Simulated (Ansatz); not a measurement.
Question: Name crystals whose computed values (PBE+D3(BJ) in the plane-wave PAW code Ansatz) fall in these windows: B₀ by P(V) fit (GPa) 110 to 150; gap (eV) 0.61 to 0.81.

Answer: 

```csv
crystal,B₀ by P(V) fit (GPa),gap (eV)
"BP, Pnma (B on 4c, P on 4c)",128,0.68
```
Others may fit too.

Typed or built starts, not in the databases checked: BP, Pnma (B on 4c, P on 4c). Not the usual ambient phase: BP, Pnma (B on 4c, P on 4c). The cell was relaxed under the symmetry of its start.

Potentials: the later of the program's two PAW sets.
